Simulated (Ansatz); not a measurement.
Data:

TaGe$_{2}$ in space group P6/mmm (No. 191; Ta on 1a, Ge on 2d), a = b = 4.678 Å, c = 2.725 Å, α = β = 90.00°, γ = 120.00°.

This is the PBE-relaxed structure.

Q: All from PBE (plane waves, PAW; program Ansatz), unless another level is named. Give the electronic character.

A: metallic (no gap).

Q: Next, the density of states at the Fermi level?

A: 0.52 states/eV per atom (mean over ±0.08 eV).

Q: What about the formation energy from the elements (no fitted shifts)?

A: 236 meV/atom.

A made-up cell: these elements were put on the sites of a structure type; neither database checked (COD, Materials Project) lists it. COD files the formula under space group No. 180, so this cell is another polymorph or a model. Its standing as an ambient phase is unchecked. Symmetry was held in the PBE relaxation; whether a distortion lowers the energy is not shown. No spin polarisation was allowed. The references are the lowest solids computed at this level, not always the standard phases. Scalar-relativistic: spin–orbit coupling is off unless named, which matters more the heavier the elements.

Potentials: the later of the program's two PAW sets.
